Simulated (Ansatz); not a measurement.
**InP: computed property card**

InP:
```xyz
8
Lattice="4.1732 0.0000 0.0000 -2.0866 3.6141 0.0000 0.0000 0.0000 13.6659" Properties=species:S:1:pos:R:3 pbc="T T T"
In     2.0866     1.2047     0.0001
P      2.0866     1.2047     2.5650
In     0.0000     0.0000     3.4180
P      0.0000     0.0000     5.9745
In     0.0000     2.4094     6.8331
P      0.0000     2.4094     9.3979
In     0.0000     0.0000    10.2509
P      0.0000     0.0000    12.8074
```

Space group P6_3mc (No. 186); conventional cell a = b = 4.1732 Å, c = 13.6659 Å, α = β = 90.00°, γ = 120.00°.

Method: the program Ansatz at the r²SCAN level (PAW). The cell and atoms are relaxed at this level. Other levels are named where they apply.

### Cell and energy

```
Quantity                                                      Result
-----------------------------------------------------  -------------
Volume per atom                                             25.76 Å³
Density                                                   4.70 g/cm³
Formation energy from the elements (no fitted shifts)  -0.37 eV/atom
```

### Electronic structure

```
Item                                                                                 Result
------------------------------------------------  -----------------------------------------
Band gap                                                                   1.06 eV (direct)
Valence-band maximum                                                                   at Γ
Conduction-band minimum                                                                at Γ
Electron effective mass                           0.073, 0.079, 0.079 mₑ (principal values)
Electron effective mass with spin–orbit coupling  0.073, 0.079, 0.079 mₑ (principal values)
Hole effective mass, band 1 of 2 at the edge                 1.1 along x, 1.00 along z (mₑ)
Hole effective mass, band 2 of 2 at the edge               0.073 along x, 1.00 along z (mₑ)
Hole effective mass with spin–orbit coupling          0.15, 0.15, 1.0 mₑ (principal values)
HSE06 gap on the r²SCAN cell                                                        1.39 eV
Gap with spin–orbit coupling                                                        1.03 eV
```

### Mechanics

```
Property                                                                                                        Value
-----------------------------------------------------------  --------------------------------------------------------
Bulk modulus (Birch–Murnaghan fit)                                                                           68.0 GPa
Pressure derivative B′                                                                                            4.5
Elastic constants (relaxed ions, GPa)                        C11 = 117, C12 = 49.4, C13 = 36.9, C33 = 132, C44 = 29.1
Mechanical stability                                                           stable (all eigenvalues of C positive)
Hill bulk and shear moduli                                                                          68.2 and 34.1 GPa
Young's modulus                                                                                              87.8 GPa
Poisson's ratio                                                                                                  0.29
Debye temperature from the elastic constants                                                                    303 K
Piezoelectric stress constants (proper, relaxed ions, C/m²)                      e15 = e24 = -0.02, e31 = e32 = -0.04
```

### Charges

```
Property                             Result
-------------  ----------------------------
Bader charges  In +0.97 to +0.98, P -0.97 e
```

The start of the workflow was typed in or built on a structure type; the Crystallography Open Database copy checked does not list it. It is not the phase usual at ambient conditions (space group No. 216). The cell was relaxed with r²SCAN under the symmetry of its start; whether a distortion lowers the energy is not shown. Signs of piezoelectric constants follow the polarity of the cell as given. The references are the lowest solids computed at this level, not always the standard phases. Spin–orbit coupling is left out wherever it is not named.

Potentials: the earlier of the program's two PAW sets. The files were generated under PBE; for other functionals the program regenerates the frozen cores, and for LDA and PBEsol the local potential too.
